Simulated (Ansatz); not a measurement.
Input file for Ansatz (an electronic-structure program):

Ansatz 0.2 input:
```yaml
crystal:
  lattice:
    - [-1.4023259066, 1.4023259066, 1.4023259066]
    - [1.4023259066, -1.4023259066, 1.4023259066]
    - [1.4023259066, 1.4023259066, -1.4023259066]
  atoms:
    - { symbol: Fe, position: [0.0, 0.0, 0.0], spin: 2.17 }
kpoints:
  mp_grid: { grid: [36, 36, 36] }
hamiltonian:
  xc: pbe
  dispersion: d3bj
  pseudopotentials: { kind: paw }
magnetization: { spin_polarized: true }
scf:
  occupations: { method: fermi_dirac, width: 0.1 }
elastic: { mode: relaxed_ion, stencil: two_point, amplitude: 0.005, f_tol: 0.0005 }
```

Output (shortened):

```
Pseudopotentials: kind: paw
Pseudopotential: Fe, paw, valence charge 16
Functional definition: PBE
a single point of the input's cell can leave the moments in the input for a lower state (scf.lower_state_search) …
Crystal: 1 atoms, lattice volume = 11.031 Å³
Basis set: ecut = 420 eV, 201 PW (Γ), exchange–correlation on 36×36×36 points (8 copies of the dense FFT grid, shifted against one another)
Bands: 14, of which v1, the nominal top of the filled ones, is band 8 counted from 1 (7 counted from 0)
Symmetry: 48 space group operations
Space group: Im-3m (ITA 229), of the structure as read, at distance tolerance 2.2e-5 Å
k-points: 1240 of 46656
Initial density: superposition of atomic densities (chi_scale 0.1, normalization cell)
Starting moments: Σ|m| = 2.17 μB on 1 of 1 site
Initial wavefunctions: pseudopotential atomic-orbital guess
Eigensolver: davidson
Functional: x = pbe(κ = 0.804, μ = 0.2195149727645171), c = pbe(β = 0.06672455060314922)
SCF 1 converged in 9 iterations: F = -4480.863486 eV  dr2 = 5.13e-9
a single point of the input's cell can leave the moments in the input for a lower state (scf.lower_state_search) …
Crystal: 1 atoms, lattice volume = 11.031 Å³
Initial density: read from a saved state, or passed on in memory by an earlier SCF of this step, an earlier step, the calling program or the single point that …
Stability of the state it starts from, as read at its close in the collinear treatment …
Starting moments: Σ|m| = 2.17 μB on 1 of 1 site; this step starts from the density that it was given
all-band conjugate gradients solve this SCF's bands
SCF 2 converged in 8 iterations: F = -4480.863486 eV  dr2 = 2.05e-16
density extrapolation: transplant  |δρ|_rms = 6.174e-2 e/Å³  SAD shift = 9.210e-3 e/Å³
Crystal: 1 atoms, lattice volume = 10.976 Å³
Symmetry: 16 space group operations
k-points: 3349 of 46656
Initial density: handed on by an earlier stage of this run
Initial wavefunctions: those handed on with the density
SCF 3 converged in 10 iterations: F = -4480.863059 eV  dr2 = 6.05e-14
density extrapolation: first-order (α = -2.000)  |δρ|_rms = 6.174e-2 e/Å³  SAD shift = 9.139e-3 e/Å³
Crystal: 1 atoms, lattice volume = 11.086 Å³
Basis set: ecut = 420 eV, 225 PW (Γ), exchange–correlation on 36×36×36 points (8 copies of the dense FFT grid, shifted against one another)
SCF 4 converged in 8 iterations: F = -4480.863382 eV  dr2 = 5.72e-15
density extrapolation: transplant  |δρ|_rms = 6.174e-2 e/Å³  SAD shift = 5.199e-3 e/Å³
Crystal: 1 atoms, lattice volume = 11.031 Å³
Basis set: ecut = 420 eV, 213 PW (Γ), exchange–correlation on 36×36×36 points (8 copies of the dense FFT grid, shifted against one another)
Symmetry: 8 space group operations
k-points: 6346 of 46656
SCF 5 converged in 9 iterations: F = -4480.863374 eV  dr2 = 2.73e-14
density extrapolation: first-order (α = -2.000)  |δρ|_rms = 6.174e-2 e/Å³  SAD shift = 5.199e-3 e/Å³
Crystal: 1 atoms, lattice volume = 11.031 Å³
SCF 6 converged in 8 iterations: F = -4480.863374 eV  dr2 = 2.10e-14
SCF converged after 8 iterations
Magnetization: 2.1157 μB (9.0578 up, 6.9422 down)
Absolute magnetization: 2.2223 μB (∫|ρ↑−ρ↓|, with the PAW one-centre terms)
Spin contamination: 0.0340 ħ² per cell (⟨S²⟩ above its minimum at these occupations)
Per-site moments (μB) at R_I (Å): [(2.1565532662625997, 1.0019211340880312)]
Free energy (F): -4480.863486 eV
Harris-Foulkes:  -4480.863486 eV  (|F-HF|=9.09e-13)
Internal energy: -4480.832849 eV  (E = F + TS)
E sigma→0 (E₀):  -4480.848168 eV
Entropy (-TS):   -0.030637 eV (-30.637 meV/atom)
Fermi energy:    19.255563 eV
--- Per-component energies (eV) ---
  E_band       = -201.661841
  E_kinetic    = 351.507123
  E_local      = -2027.588103  (includes V_loc(G=0)·N_el)
  E_nonlocal   = 217.948617
  E_hartree    = 853.621786
  E_xc         = -118.286782
  E_vxc        = -152.346734  (∫ρ·V_xc dr)
  E_paw        = -1366.044670  (= ΣΔE_a)
  E_vpaw       = -298.427226  (= ΣTr[D̂ρ^β])
  E_aug_tail   = 0.000910  (compensation charges beyond the density's cutoff)
  E_ewald      = -2391.623059
  E_disp       = -0.368671  (pairwise vdW)
  E_smearing   = -0.030637  (= −TS)
  E_closure    = 0.000000  (closes the sum)
  Σ components = -4480.863486   (vs F -4480.863486, Δ=0.00e0)
--- Forces (eV/Å), atoms counted from 1 ---
  atom   1  Fe     0.00000000     0.00000000     0.00000000
  max |Σ_I F_I| component: 0.0 eV/Å
--- Stress (GPa, compression-positive) ---
        0.463154       0.000000       0.000000
        0.000000       0.463154       0.000000
        0.000000       0.000000       0.463154
  P = ⅓ Tr σ = 0.4632 GPa (4.632 kbar)
  The stress holds the Pulay correction. Without it, at fixed plane waves, as pw.x and ABINIT print it: P = 0.3601 GPa
  The stress includes an estimate of the error left by incomplete SCF convergence (largest component 0.0000 GPa).
--- Band table (eV; the first three rows and the last of 2480) ---
  k-point 0 ↑: bands = ["-68.8751", "-34.6431", "-34.6431", "-34.6431", "10.5127", "16.8781", "16.8781", "16.8781", "18.1495", "18.1495", "43.8309", "43.8309", "43.8309", "49.5159"]
  k-point 1 ↑: bands = ["-68.8745", "-34.6467", "-34.6443", "-34.6431", "10.5456", "16.8687", "16.8776", "16.8963", "18.1396", "18.1503", "43.6367", "43.7968", "43.8187", "49.3440"]
  k-point 2 ↑: bands = ["-68.8725", "-34.6572", "-34.6477", "-34.6431", "10.6443", "16.8408", "16.8751", "16.9505", "18.1116", "18.1525", "43.0983", "43.6846", "43.7841", "48.9837"]
  k-point 1239 ↓: bands = ["-66.1517", "-32.4853", "-32.4853", "-32.4853", "15.9517", "15.9517", "21.5409", "21.5409", "21.5409", "29.5209", "29.5209", "29.5209", "36.2282", "36.2282"]
  band table: 14 of 14 bands, residual norms ≤ 1.0e-3 eV
--- Elastic constants: 2 strain directions × 2 members + reference (group order 48) ---
  dense FFT box of the reference and of every strained cell: 18×18×18
  strains applied: 11, 23; error gains: componentwise 1.00 (the most a stress slope's error grows in a printed constant), spectral 1.73 (1 for all six strains …
  pairwise dispersion correction: d3bj (s6 = 1.0, s8 = 0.7875, a1 = 0.4289, a2_bohr = 4.4407), with the weights of each atom's references fixed at the …
  C = ∂σ_k/∂η_j (tension-positive GPa; Voigt order 11 22 33 23 13 12):
       306.643    164.539    164.539      0.000      0.000      0.000
       164.539    306.643    164.539      0.000      0.000      0.000
       164.539    164.539    306.643      0.000      0.000      0.000
         0.000      0.000      0.000    128.747      0.000      0.000
         0.000      0.000      0.000      0.000    128.747      0.000
         0.000      0.000      0.000      0.000      0.000    128.747
  reference stress σ⁰ (GPa):     -0.463     -0.463     -0.463      0.000      0.000      0.000
  moduli (Voigt/Reuss/Hill, GPa): K = 211.91/211.91/211.91   G = 105.67/97.18/101.43   E = 262.41   ν = 0.294
  mechanically stable: yes (min eigenvalue of sym C = 128.75 GPa)
  strain η (Voigt 11):  stress-route row diagonal C_11 = 306.64 GPa, energy-path curvature d²(F+E_count+ΔE)/dδ²/Ω₀ = 307.66 GPa
         δ    σ_11 (GPa)             F (eV)   n_scf  n_hpsi   n_pw
    -5.000e-3      -2.0292       -4480.8630593      10  2014581    236   relax 0 steps, max|allowed force component| 0.00e0 eV/Å
     5.000e-3       1.0372       -4480.8633822       8  1824449    236   relax 0 steps, max|allowed force component| 0.00e0 eV/Å
  strain η (Voigt 23):  stress-route row diagonal C_44 = 128.75 GPa, energy-path curvature d²(F+E_count+ΔE)/dδ²/Ω₀ = 130.03 GPa
         δ    σ_23 (GPa)             F (eV)   n_scf  n_hpsi   n_pw
    -5.000e-3      -0.6437       -4480.8633738       9  3807699    236   relax 0 steps, max|allowed force component| 0.00e0 eV/Å
     5.000e-3       0.6437       -4480.8633738       8  3333388    236   relax 0 steps, max|allowed force component| 0.00e0 eV/Å
```

Cost: roughly 14 core-minutes on shared cores.

Symmetry was held in the PBE+D3(BJ) relaxation. The final state is ferromagnetic, chosen from 3 collinear starts compared on coarse meshes (ties went to the first, and starts can fall back to one state), not a proven ground state. Textbook magnetic order: ferromagnetic. The pairwise dispersion correction was not fitted to metals. As this level gives no gap, shear constants depend on the k-mesh and smearing (Fermi–Dirac, 0.1 eV here). On the denser mesh and wider smearing of the elastic run this cell carries a stress of 0.5 GPa.

Potentials: the later of the program's two PAW sets.

Ansatz is a plane-wave DFT program.
